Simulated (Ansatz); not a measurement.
# Putting H into FeC$_{2}$S$_{2}$N$_{2}$

Computed with Ansatz, DFT PBE+D3(BJ), scalar-relativistic, plane waves, PAW.

Plane waves to 420 eV, a k mesh through Γ of 10×10×6 on the computed 7-atom cell and Gaussian smearing (0.10 eV); collinear spin from starting moments 3.43 0 0 0 0 0 0 μB for the host; each changed cell takes a mesh and smearing chosen by its own gap and starts from the host's moments or customary ones, or runs without spin. Cells and atoms are relaxed to the nearest stationary point that keeps the symmetry of their start (forces under 0.02 to 0.04 eV/Å, stress under 0.1 to 0.2 GPa); energies are at zero smearing, without zero-point or thermal terms.

Relaxed host (gap on the mesh 0 eV):

```
CELL_PARAMETERS angstrom
5.25260 -1.80574 0.03585
5.25260 1.80574 0.03585
-1.54087 0.00000 5.95495
ATOMIC_POSITIONS crystal
Fe 0.00000 0.00000 0.00000
C 0.76146 0.76146 0.21837
C 0.23854 0.23854 0.78163
S 0.61706 0.61706 0.27619
S 0.38294 0.38294 0.72381
N 0.86316 0.86316 0.16959
N 0.13684 0.13684 0.83041
```

Cases: (1) 1 H in a 1×1×1 repeat of the cell, at (0.000 0.000 0.500) in fractions of that repeat, 2.18 Å from the nearest atom of the relaxed host.

Question: Give the energy per H taken from half an H2 molecule (negative: uptake is favourable), the swelling and the final surroundings.

Answer:
```json
{"case": "1", "formula": "FeHC2S2N2", "energy per H (eV)": "2.32", "ΔV (%)": "+4.1", "principal strains (%)": "+6.3 -0.5 -1.5", "nearest host atoms of the first H": "6 (NS) from 2.42 Å", "gap (eV)": "0", "moment (μB/cell)": "5.0"}
```

Each ion keeps what symmetry its start has, so a lower place off a symmetric site can be missed, above all for H. Here H ends farther from every host atom than a bond reaches, much like a free atom; bound to one of them it would lie far lower. A semilocal functional without a U can close the gap of a host with open d shells.

Relaxed structure of case 1:

```xyz
8
Lattice="5.2860 -1.7963 0.2182 5.2860 1.7963 0.2182 -1.3453 0.0000 6.1496" Properties=species:S:1:pos:R:3 pbc="T T T"
Fe    9.2268    0.0000    6.5860
C     7.6730    0.0000    1.5994
C     1.5538    0.0000    4.9866
S     6.0652    0.0000    1.9210
S     3.1616    0.0000    4.6650
N     8.8252    0.0000    1.3480
N     0.4016    0.0000    5.2380
H    -0.6726    0.0000    3.0748
```

Moments started parallel, and an antiferromagnetic order may lie lower. An atom lies near a switch of its D3 coefficient C6 between reference coordination numbers, so the dispersion energy changes steeply there and can make or shift the minimum.

Cost: 2 runs of about 12 core-minutes in all, on Arm Neoverse V1 (shared hosts).